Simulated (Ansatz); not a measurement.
TiB2:
```
CELL_PARAMETERS angstrom
     -1.61011     1.61011     2.98415
      1.61011    -1.61011     2.98415
      1.61011     1.61011    -2.98415
ATOMIC_POSITIONS crystal
  Ti 0.00000 0.00000 0.00000
  B  0.36907 0.36907 0.00000
  B  0.63093 0.63093 0.00000
```

Relaxed with r²SCAN. Special points in fractions of this cell's reciprocal vectors: Γ (0.000, 0.000, 0.000); X (0.000, 0.000, 0.500); P (0.250, 0.250, 0.250); N (0.000, 0.500, 0.000); M (0.500, 0.500, -0.500); S (0.323, 0.677, -0.323); S0 (-0.323, 0.323, 0.323); R (-0.146, 0.146, 0.500); G (0.500, 0.500, -0.146).

Question: List the band energies nearest the Fermi level at these points for DFT-r²SCAN in the program Ansatz with PAW potentials.

Answer: In eV from the Fermi level; about four levels below and three above (degenerate sets whole), none deeper than 8.9 eV; points with the same levels are listed once.

```json
[
 {"k": "Γ", "below": "-4.38 -0.38 -0.38", "above": "0.07 1.86 2.19 2.19"},
 {"k": "X", "below": "-3.31 -2.10 -1.81 -0.63", "above": "1.57 3.31 4.37"},
 {"k": "P", "below": "-4.00 -4.00 -3.63", "above": "0.44 0.74 0.74"},
 {"k": "N", "below": "-6.80 -2.72 -2.15 -1.74", "above": "1.74 2.17 3.28"},
 {"k": "M", "below": "-7.17 -0.74 -0.54 -0.54", "above": "0.23 2.10 2.48 2.48"},
 {"k": "S", "below": "-6.10 -4.90 -1.98 -0.88", "above": "2.27 2.54 2.72"},
 {"k": "R", "below": "-4.98 -4.08 -2.53 -1.28", "above": "0.45 1.75 3.14"}
]
```

Space group I4/mmm (MoSi2 or CaC2 type). A made-up cell: these elements were put on the sites of a structure type; neither database checked (COD, Materials Project) lists it. It is not the phase usual at ambient conditions (space group No. 191). The r²SCAN relaxation kept the symmetry of its start; its stability against distortions is not shown here. No spin polarisation was allowed.

Potentials: the later of the program's two PAW sets.
